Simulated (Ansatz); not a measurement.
FeSb: pressure against volume

FeSb, P6_3/mmc, a = 3.950 Å, c = 4.943 Å. The structure is a COD entry; whether it is the stable form wasn't checked. Ansatz: PBEsol, PAW, 420 eV, Γ-centred 12×12×8 mesh on 4 atoms, Gaussian smearing 0.10 eV; collinear spin, largest moment 1.2 μB. Shape and atoms are relaxed at each volume; pressure is positive in compression.

| V (Å³/atom) | P (GPa) |
| --- | --- |
| 14.694 | ? |
| 15.195 | 16.33 |
| 15.696 | 9.79 |
| 16.197 | 4.38 |
| 16.698 | 0.01 |
| 17.199 | -3.49 |
| 17.700 | -6.38 |
| 18.368 | -9.19 |

Problem. Take V0 = 16.698 Å³/atom, count pressures from its P0 = 0.01 GPa, fit the third-order Birch–Murnaghan form to the other rows, and predict the missing pressure.

Solution. With the Eulerian strain f = ½[(V0/V)^(2/3) − 1] and y = (P − P0)/[3f(1 + 2f)^(5/2)], the form is the line y = B0 + 1.5 B0 (B0′ − 4) f. Rows (f, y): 0.03245, 143.3; 0.02106, 139.6; 0.01026, 134.9; -0.00976, 125.6; -0.01905, 123.2; -0.03079, 116.8. Means f = 0.0006950, y = 130.57; Σ(Δf)² = 0.003005, ΣΔfΔy = 1.261; the slope is their ratio. y = 130.3 + 419.5 f GPa, so B0 = 130.3 GPa and B0′ = 4 + 2 × (419.5)/(3 × 130.3) = 6.15. At V = 14.694, f = 0.04449, y = 148.96 and P = 24.61 GPa. The run gave 24.13 GPa, so the fit is 0.48 GPa too high, 1.4 % of the span of the series, against an rms of 0.04 GPa on the fitted rows. The row lies outside the fitted range. A fourth-order term fitted to the same rows gives P = 24.44 GPa at this row's volume (the line 24.61, the run 24.13), which recovers part of the miss. The records add, with no proof that it causes the miss: the largest moment runs from 0.88 to 1.64 μB along the series.

The largest moment runs from 0.88 to 1.64 μB along the series, so B0 and B0′ hold the change of the moment too.

Only parallel moments were tried here.